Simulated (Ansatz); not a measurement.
**Ge (Fd-3m), tetragonal deformation path**

The calculation used DFT PBEsol, scalar-relativistic, plane waves, PAW in Ansatz 0.2.0. The runs took a 420 eV cutoff, a Γ-centred 16×16×16 mesh and Gaussian smearing (0.15 eV). No spin polarisation. Energies are free energies at this smearing, counted from the undisturbed cell; pressure is positive in compression.

Reference structure (as given, not relaxed at this level; it stands at 0.7 GPa):

```
CELL_PARAMETERS angstrom
0.00000 2.82877 2.82877
2.82877 0.00000 2.82877
2.82877 2.82877 0.00000
ATOMIC_POSITIONS crystal
Ge 0.50000 0.50000 0.50000
Ge 0.75000 0.75000 0.75000
```

At fixed volume and fractional coordinates, lengths along (0.000, 0.000, 1.000) are scaled against those across it; ρ is that ratio over its starting value.

```
    ρ  ΔE (meV/atom) gap on the mesh (eV)
0.650          256.4                  0.00
0.707          199.5                  0.00
0.780          128.3                  0.00
0.850           66.8                  0.00
0.920           20.7                  0.00
0.960            5.3                  0.08
1.000            0.0                  0.00
1.050            8.4                  0.00
1.100           33.4                  0.00
1.200          127.1                  0.00
1.300          253.2                  0.00
1.414          380.9                  0.00
1.500          443.7                  0.00
```